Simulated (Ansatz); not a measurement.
Co₃Mo in space group P6_3/mmc (No. 194; Co on 6h, Mo on 2c), DFT-PBEsol in the program Ansatz with PAW potentials, all energies at zero smearing, with the estimated change up to a 700 eV cutoff added, with one set of potentials and settings (totals compare only within such a set). Cell of 8 atoms (6 Co, 2 Mo): -40353.746 eV.

| element | reference phase | E (eV/atom) |
|---|---|---|
| Co | P6_3/mmc, 2 atoms in the cell, spin-polarised | -5092.9959 |
| Mo | Im-3m, 1 atoms in the cell | -4897.4695 |

Formation energy per atom, worked out: (-40353.746 − 6×(-5092.9959) − 2×(-4897.4695))/8 = -0.104 eV/atom (-10 kJ per mol of atoms), at 0 K, without zero-point energy or fitted corrections.

The workflow started from a Materials Project entry (that database holds measured and hypothetical structures alike); the Crystallography Open Database files this formula in space group No. 194, but the cells were not matched. Its standing as an ambient phase is unchecked. The cell was relaxed with PBEsol under the symmetry of its start, as lowered by the spin order; whether a distortion lowers the energy is not shown. Spin order of the final state: ferrimagnetic, the only order run, not a proven ground state. The references are the lowest solids computed at this level, not always the standard phases.

Potentials: the later of the program's two PAW sets.
